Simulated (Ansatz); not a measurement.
Data sheet: S (DFT)

S:
```yaml
crystal:
  lattice:
    - [0.00000, 6.48128, 12.14977]
    - [5.30747, 0.00000, 12.14977]
    - [5.30747, 6.48128, 0.00000]
  atoms:
    - { symbol: S, position: [0.88393, 0.76497, 0.77175] }
    - { symbol: S, position: [0.76497, 0.88393, 0.57935] }
    - { symbol: S, position: [0.57935, 0.77175, 0.76497] }
    - { symbol: S, position: [0.77175, 0.57935, 0.88393] }
    - { symbol: S, position: [0.36607, 0.48503, 0.47825] }
    - { symbol: S, position: [0.48503, 0.36607, 0.67065] }
    - { symbol: S, position: [0.67065, 0.47825, 0.48503] }
    - { symbol: S, position: [0.47825, 0.67065, 0.36607] }
    - { symbol: S, position: [0.82004, 0.93538, 0.89438] }
    - { symbol: S, position: [0.93538, 0.82004, 0.35020] }
    - { symbol: S, position: [0.35020, 0.89438, 0.93538] }
    - { symbol: S, position: [0.89438, 0.35020, 0.82004] }
    - { symbol: S, position: [0.42996, 0.31462, 0.35562] }
    - { symbol: S, position: [0.31462, 0.42996, 0.89980] }
    - { symbol: S, position: [0.89980, 0.35562, 0.31462] }
    - { symbol: S, position: [0.35562, 0.89980, 0.42996] }
    - { symbol: S, position: [0.01549, 0.88819, 0.79500] }
    - { symbol: S, position: [0.88819, 0.01549, 0.30132] }
    - { symbol: S, position: [0.30132, 0.79500, 0.88819] }
    - { symbol: S, position: [0.79500, 0.30132, 0.01549] }
    - { symbol: S, position: [0.23451, 0.36181, 0.45500] }
    - { symbol: S, position: [0.36181, 0.23451, 0.94868] }
    - { symbol: S, position: [0.94868, 0.45500, 0.36181] }
    - { symbol: S, position: [0.45500, 0.94868, 0.23451] }
    - { symbol: S, position: [0.95013, 0.06128, 0.61560] }
    - { symbol: S, position: [0.06128, 0.95013, 0.37300] }
    - { symbol: S, position: [0.37300, 0.61560, 0.06128] }
    - { symbol: S, position: [0.61560, 0.37300, 0.95013] }
    - { symbol: S, position: [0.29987, 0.18872, 0.63440] }
    - { symbol: S, position: [0.18872, 0.29987, 0.87700] }
    - { symbol: S, position: [0.87700, 0.63440, 0.18872] }
    - { symbol: S, position: [0.63440, 0.87700, 0.29987] }
```

Space group Fddd (No. 70), α-S8; conventional cell a = 10.6149 Å, b = 12.9626 Å, c = 24.2995 Å, α = β = γ = 90.00°.

Method: the program Ansatz at the PBEsol level (PAW). Structure relaxed to zero pressure with the same functional. Other levels are named where they apply.

Cell and energy:

| Property | Value |
|---|---|
| Volume per atom | 26.12 Å³ |
| Density | 2.04 g/cm³ |

Electronic structure:

| Item | Result |
|---|---|
| Band gap | 2.00 eV (indirect) |
| Valence-band maximum | at Γ |
| Conduction-band minimum | off the standard path, at k = (-0.104, 0.323, 0.427) in fractions of the reciprocal vectors |
| Smallest direct gap on the standard path | 2.11 eV |

Symmetry was held in the PBEsol relaxation. A crystal of weakly bound molecules computed without a dispersion correction: the cell and the soft elastic constants depend strongly on that.

Potentials: the earlier of the program's two PAW sets. The files were generated under PBE; for other functionals the program regenerates the frozen cores, and for LDA and PBEsol the local potential too.
